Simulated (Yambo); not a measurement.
Here is the system:

```
CELL_PARAMETERS angstrom
      3.67071     0.00000     0.00000
     -1.83535     3.17893     0.00000
      0.00000     0.00000     5.79932
ATOMIC_POSITIONS crystal
  S  0.33333 0.66667 0.25473
  S  0.66667 0.33333 0.74527
  Sn 0.00000 0.00000 0.00000
```

Workflow: PBE (stringent potentials; Quantum ESPRESSO, PseudoDojo norm-conserving, 102 Ry, no spin-orbit coupling), then G0W0 in Yambo (6×6×2 Γ-centred k mesh, bands 5 to 59 and a 6 Ry block in the screening, 59 bands in G with the Bruneval-Gonze terminator, plasmon pole fitted at 27.2 eV).

### Question
Give the PBE and G0W0 gaps between the band edges found on this mesh, and say where the edges lie.

### Answer
Edges: Γ → L. PBE: 1.36 eV; G0W0: 2.29 eV. The mesh misses an edge: along a dense path the PBE gap is 1.26 eV. Convergence of the G0W0 settings was not tested. Spin-orbit splittings are left out.

Geometry relaxed with PBE+D3(BJ).
